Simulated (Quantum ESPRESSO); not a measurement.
## MgAg4Zr2Al (input and log of a self-consistent run)

Computed values, not a measurement. The program is pw.x of Quantum ESPRESSO 7.5 (plane-wave density functional theory). The cell is made up: eight metal atoms on a hexagonal close-packed lattice, with elements, volume, strain and displacements drawn at random and not relaxed, so it may be unstable or far from any real phase. PseudoDojo standard norm-conserving files set the functional (PBE unless stated); there is no spin polarisation or spin-orbit coupling, the Fermi-Dirac width of 0.25 eV means electrons at about 2900 K, and the masses in the input are unused placeholders. A spin test at this wide smearing found no moment, but such smearing suppresses magnetism that the real alloy may have.

Input:

```
&control calculation='scf', pseudo_dir='./dojo.nc.sr.pbe.v0_5.standard.upf', outdir='./o', disk_io='minimal', tprnfor=.true., tstress=.true. /
&system ibrav=0, nat=8, ntyp=4, nbnd=67, ecutwfc=84.00895049, nosym=.true., tot_charge=0,
 occupations='smearing', smearing='fd', degauss=0.0183746611
/
&electrons conv_thr=1.470e-08, electron_maxstep=70, mixing_beta=0.5 /
ATOMIC_SPECIES
Ag 1.0 Ag.upf
Al 1.0 Al.upf
Mg 1.0 Mg.upf
Zr 1.0 Zr.upf
CELL_PARAMETERS angstrom
0.0 5.1457 0.0
2.9709 0.0 4.7733
2.9709 0.0 -4.7733
ATOMIC_POSITIONS angstrom
Mg 0.2238 -0.0012 -0.1847
Ag 2.7961 -0.0338 0.0392
Zr 2.9359 1.702 -2.3989
Ag 2.9958 1.9315 2.3102
Zr 1.61 2.4341 -0.0124
Ag 4.4216 2.6644 -0.1231
Al 1.5292 4.2409 -2.2541
Ag 1.4968 4.2369 2.5171
K_POINTS automatic
5 5 5 1 1 1
```

The log is shortened where brackets say so; the opening notice, blank lines, dates and the lines on written files are dropped, and the path of the files is cut. It prints rydbergs, bohrs and kilobars, and counts compression as positive stress. Its total energy is the free energy E - TS of the whole cell.

```
     Program PWSCF v.7.5
     Parallel version (MPI & OpenMP), running on       4 processor cores
     Number of MPI processes:                 4
     Threads/MPI process:                     1
     [start-up lines left out]
     bravais-lattice index     =            0
     lattice parameter (alat)  =       9.7240  a.u.
     unit-cell volume          =     984.8675 (a.u.)^3
     number of atoms/cell      =            8
     number of atomic types    =            4
     number of electrons       =       113.00
     number of Kohn-Sham states=           67
     kinetic-energy cutoff     =      84.0090  Ry
     charge density cutoff     =     336.0358  Ry
     scf convergence threshold =      1.5E-08
     mixing beta               =       0.5000
     number of iterations used =            8  plain     mixing
     Exchange-correlation= PBE
                           (   1   4   3   4   0   0   0)
     [axes and pseudopotential details left out]
   Cartesian axes
     site n.     atom                  positions (alat units)
         1        Mg     tau(   1) = (   0.0434926  -0.0002332  -0.0358940  )
         2        Ag     tau(   2) = (   0.5433857  -0.0065686   0.0076180  )
         3        Zr     tau(   3) = (   0.5705541   0.3307616  -0.4661951  )
         4        Ag     tau(   4) = (   0.5821948   0.3753620   0.4489574  )
         5        Zr     tau(   5) = (   0.3128826   0.4730357  -0.0024098  )
         6        Ag     tau(   6) = (   0.8592806   0.5177916  -0.0239229  )
         7        Al     tau(   7) = (   0.2971802   0.8241639  -0.4380551  )
         8        Ag     tau(   8) = (   0.2908837   0.8233865   0.4891657  )
     number of k points=    63  Fermi-Dirac smearing, width (Ry)=  0.0184
                       cart. coord. in units 2pi/alat
        k(    1) = (   0.1732034   0.1000000   0.0000000), wk =   0.0320000
        k(    2) = (   0.3464068   0.1000000  -0.1078017), wk =   0.0320000
     [further k points left out]
     Dense  grid:   102449 G-vectors     FFT dimensions: (  60,  64,  64)
     Estimated max dynamical RAM per process >     376.82 MB
     Estimated total dynamical RAM >       1.40 GB
     Initial potential from superposition of free atoms
     starting charge     112.9902, renormalised to     113.0000
     Starting wfcs are   69 randomized atomic wfcs
     total cpu time spent up to now is        5.6 secs
     per-process dynamical memory:   309.0 Mb
     Self-consistent Calculation
     iteration #  1     ecut=    84.01 Ry     beta= 0.50
     Davidson diagonalization with overlap
     ethr =  1.00E-02,  avg # of iterations =  5.1
     total cpu time spent up to now is       19.8 secs
     total energy              =   -1564.73678626 Ry
     estimated scf accuracy    <       2.43792435 Ry
     iteration #  2     ecut=    84.01 Ry     beta= 0.50
     Davidson diagonalization with overlap
     ethr =  2.16E-03,  avg # of iterations =  3.0
     total cpu time spent up to now is       33.3 secs
     total energy              =   -1565.47344812 Ry
     estimated scf accuracy    <       4.57601461 Ry
     iteration #  3     ecut=    84.01 Ry     beta= 0.50
     Davidson diagonalization with overlap
     ethr =  2.16E-03,  avg # of iterations =  2.7
     total cpu time spent up to now is       45.0 secs
     total energy              =   -1565.99662713 Ry
     estimated scf accuracy    <       0.12467164 Ry
     iteration #  4     ecut=    84.01 Ry     beta= 0.50
     Davidson diagonalization with overlap
     ethr =  1.10E-04,  avg # of iterations =  5.3
     total cpu time spent up to now is       60.1 secs
     total energy              =   -1566.01905044 Ry
     estimated scf accuracy    <       0.00994429 Ry
     iteration #  5     ecut=    84.01 Ry     beta= 0.50
     Davidson diagonalization with overlap
     ethr =  8.80E-06,  avg # of iterations =  4.2
     total cpu time spent up to now is       74.3 secs
     total energy              =   -1566.01914064 Ry
     estimated scf accuracy    <       0.02336025 Ry
     [iterations 6 to 8 left out]
     iteration #  9     ecut=    84.01 Ry     beta= 0.50
     Davidson diagonalization with overlap
     ethr =  2.07E-08,  avg # of iterations =  3.2
     total cpu time spent up to now is      121.8 secs
     total energy              =   -1566.02211071 Ry
     estimated scf accuracy    <       0.00000347 Ry
     iteration # 10     ecut=    84.01 Ry     beta= 0.50
     Davidson diagonalization with overlap
     ethr =  3.07E-09,  avg # of iterations =  2.1
     total cpu time spent up to now is      132.9 secs
     total energy              =   -1566.02211094 Ry
     estimated scf accuracy    <       0.00000064 Ry
     iteration # 11     ecut=    84.01 Ry     beta= 0.50
     Davidson diagonalization with overlap
     ethr =  5.64E-10,  avg # of iterations =  2.1
     total cpu time spent up to now is      144.8 secs
     total energy              =   -1566.02211105 Ry
     estimated scf accuracy    <       0.00000007 Ry
     iteration # 12     ecut=    84.01 Ry     beta= 0.50
     Davidson diagonalization with overlap
     ethr =  6.26E-11,  avg # of iterations =  3.1
     total cpu time spent up to now is      157.3 secs
     total energy              =   -1566.02211107 Ry
     estimated scf accuracy    <       0.00000002 Ry
     iteration # 13     ecut=    84.01 Ry     beta= 0.50
     Davidson diagonalization with overlap
     ethr =  1.42E-11,  avg # of iterations =  2.1
     total cpu time spent up to now is      168.3 secs
     End of self-consistent calculation
     [lines on levels left out]
!    total energy              =   -1566.02211107 Ry
     estimated scf accuracy    <          1.5E-09 Ry
     smearing contrib. (-TS)   =      -0.08167779 Ry
     internal energy E=F+TS    =   -1565.94043328 Ry
     The total energy is F=E-TS. E is the sum of the following terms:
     one-electron contribution =    -780.13251961 Ry
     hartree contribution      =     436.90497007 Ry
     xc contribution           =    -243.58015807 Ry
     ewald contribution        =    -979.13272567 Ry
     convergence has been achieved in  13 iterations
     Forces acting on atoms (cartesian axes, Ry/au):
     atom    1 type  3   force =    -0.08194648   -0.00754738    0.02934076
     atom    2 type  1   force =     0.05818075   -0.01271529    0.02153929
     atom    3 type  4   force =     0.00462124   -0.01460026   -0.02328548
     atom    4 type  1   force =     0.01470847   -0.03630779    0.01842012
     atom    5 type  4   force =    -0.03122066    0.05375688   -0.00176164
     atom    6 type  1   force =     0.03422521   -0.01496592    0.04203097
     atom    7 type  2   force =     0.00690723   -0.00088950   -0.05387902
     atom    8 type  1   force =    -0.00547575    0.03326926   -0.03240500
     Total force =     0.162672     Total SCF correction =     0.000173
     Computing stress (Cartesian axis) and pressure
          total   stress  (Ry/bohr**3)                   (kbar)     P=       91.77
   0.00064161  -0.00005283   0.00006251           94.38       -7.77        9.19
  -0.00005283   0.00059639   0.00002360           -7.77       87.73        3.47
   0.00006251   0.00002360   0.00063343            9.19        3.47       93.18
     init_run     :      5.17s CPU      5.43s WALL (       1 calls)
     electrons    :    161.61s CPU    162.76s WALL (       1 calls)
     forces       :      1.82s CPU      1.82s WALL (       1 calls)
     stress       :      6.27s CPU      6.28s WALL (       1 calls)
     [timing details left out]
     PWSCF        :   2m55.02s CPU   2m56.46s WALL
     JOB DONE.
```

In other units: free energy -21306.816 eV for the cell, pressure 9.18 GPa, largest force component 2.107 eV/Å in size. The run took 178 s of wall time with four MPI processes on a shared machine (Intel Xeon, 2023 or later, virtual cores), so the time is rough. A rerun of this cell at a higher cutoff and on a denser mesh moved values by no more than 0.003 eV in energy, 0.08 GPa in stress and 0.005 eV/Å in force, and a second program with other atomic files agreed on that cell to 2 % rms in force and 0.5 GPa in pressure.